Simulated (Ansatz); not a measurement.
Does relaxation matter for the field gradients of TiO2?

Start: a COD entry.

```cif
data_TiO2
_symmetry_space_group_name_H-M 'Pbca'
_symmetry_Int_Tables_number 61
_cell_length_a 5.1490
_cell_length_b 9.1750
_cell_length_c 5.4590
_cell_angle_alpha 90.000
_cell_angle_beta 90.000
_cell_angle_gamma 90.000
loop_
_atom_site_label
_atom_site_type_symbol
_atom_site_symmetry_multiplicity
_atom_site_Wyckoff_symbol
_atom_site_fract_x
_atom_site_fract_y
_atom_site_fract_z
Ti Ti 8 c 0.1373 0.1290 0.9015
O9 O 8 c 0.8168 0.0096 0.8510
O17 O 8 c 0.4642 0.2312 0.8882
```

One atom of each set is listed.

Level of theory: DFT, PBE, plane waves and PAW (field gradients read without the response of the frozen cores, which leaves them typically 4 to 6 % off), scalar-relativistic, 420 eV cutoff, Γ-centred 4×3×4 k-points, Fermi–Dirac smearing 0.02 eV (Ansatz 0.2.0).

The largest force at the start is 0.11 eV/Å. Relaxing the ions at fixed cell moves them by 0.021 Å at most (atom 2, Ti) and 0.017 Å rms. End positions:

Ti (0.1390, 0.1290, 0.9050)
O9 (0.8157, 0.0095, 0.8509)
O17 (0.4642, 0.2301, 0.8912)

| site | moved (Å) | first shell before | first shell after | V_zz before (10²¹ V/m²) | η before |
| --- | --- | --- | --- | --- | --- |
| Ti | 0.021 | 6 O at 1.87–2.04 Å | 6 O at 1.86–2.07 Å | -1.81 | 0.82 |
| O9 | 0.006 | 3 Ti at 1.87–2.00 Å | 3 Ti at 1.86–2.01 Å | 2.08 | 0.83 |
| O17 | 0.019 | 3 Ti at 1.93–2.04 Å | 3 Ti at 1.92–2.07 Å | -2.45 | 0.91 |

(1) What are V_zz and η after the relaxation?

Results:

(1) 

```tsv
site	V_zz after	η after	change of V_zz
Ti	1.96	0.93	–
O9	2.09	0.86	+0.01
O17	-2.48	0.85	-0.03
```

The largest change of V_zz along a kept axis is on O17, from -2.45 to -2.48. The whole tensor moves most on Ti, by 0.36 along its most changed direction. In per cent, |V_zz| changes by +1 on O (all sites that start above 0.5, bar those whose gradient vanishes or changes sign or whose main axis turns by over 40°). On Ti the largest principal value lies along another axis in the second run, so the two V_zz can't be compared directly.

After: At this cell the principal stresses reach 5 GPa in size with PBE, which can matter for small gradients.
